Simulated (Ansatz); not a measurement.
## Br (solid)

Method: PBE with spin–orbit coupling; two-component spinors; PAW, 420 eV, Γ-centred 6×6×4 mesh, 0.05 eV Gaussian smearing; code Ansatz. The datasets are Ansatz's generated set soft_2.

```
CELL_PARAMETERS angstrom
4.30711 -2.13441 0.00000
4.30711 2.13441 0.00000
0.00000 0.00000 8.72885
ATOMIC_POSITIONS crystal
Br 0.85858 0.14142 0.11851
Br 0.14142 0.85858 0.88149
Br 0.35858 0.64142 0.38149
Br 0.64142 0.35858 0.61851
```

The database's entry of this formula in the relaxed cell's space group, Cmce, has axes of 4.493 × 6.598 × 8.701 Å and 32.25 Å³/atom (1984), the relaxed one 4.269 × 8.614 × 8.729 Å and 40.12.

Cell and atoms are those of this level's equilibrium.

Path: Γ–Y–F0 | Δ0–Γ–Z–B0 | G0–T–Y | Γ–S–R–Z–T, with Γ = (0.000, 0.000, 0.000), Y = (0.500, 0.500, 0.000), F0 = (0.311, 0.689, 0.000), Δ0 = (-0.311, 0.311, 0.000), Z = (0.000, 0.000, 0.500), B0 = (-0.311, 0.311, 0.500), G0 = (0.311, 0.689, 0.500), T = (0.500, 0.500, 0.500), S = (0.000, 0.500, 0.000), R = (0.000, 0.500, 0.500) in reciprocal vectors of the calculation's cell.

Bands as a text map, energy in eV from the Fermi level (dashes), each leg drawn with the same width:
```
  2.86 |                                                                  
  2.57 |                                                                  
  2.29 |                                                                  
  2.00 |                                                                  
  1.71 |          ****                               *****                
  1.43 |************  *******                 ********    *     *         
  1.14 |         *    *      ** *********** **             ***** **  **** 
  0.86 |       **      *    ****           ****     *              *******
  0.57 |*******         ****                   *****                      
  0.29 |                                                                  
  0.00 |------------------------------------------------------------------
 -0.29 |                                                                  
 -0.57 |****            ****                     **                       
 -0.86 |    ******     *    ***** *****      ****  **      *****  ***     
 -1.14 |********* ***** *******  *     ****** ***** *******     **   *****
 -1.43 |**       **** ********   ********   **   ******   *******         
 -1.71 |  **  **********      ***        ******    ****  *       *********
 -2.00 |**************  ******              *******   ***                 
 -2.29 |**              *******             ***  **                       
 -2.57 |*******       ************        ***  *******           *********
 -2.86 |**  ************ ******** ***    *   ***** ******************     
 -3.14 |******** ************    *   ****    ************       *    **   
 -3.43 |  **    ****  *           *    ******       **   *             ***
 -3.71 |    *****                    **     *****         **   *          
 -4.00 |                           **                       ***           
 -4.29 |*******         ****                   ****                       
 -4.57 |       *       *    *                **    *                      
 -4.86 |        *            **             *       *                     
        Γ    Y    FΔ     Γ     Z     BG    T    YΓ     S     R     Z     T
```

(1) By these bands, is it a metal or an insulator, and if it has a gap, where are the band edges on this path?

Answer:

(1) An insulator with a gap of 1.31 eV on the path, the valence band topping at Γ and the conduction band bottoming between Δ0 and Γ; the smallest direct gap is 1.32 eV.

Within 0.6 eV of the edges the projected states are 99 % Br 4p at the top of the valence band and 96 % Br 4p at the bottom of the conduction band. 

It took roughly 2.6 core-minutes on a shared host.

Kohn–Sham gaps of semilocal functionals lie under measured ones, often by a third or more. The structure is built of weakly bound molecules, and this functional has no dispersion term, so their spacing and all that hangs on it (volume, the soft elastic constants, low modes, dielectric constants) are poorly given.
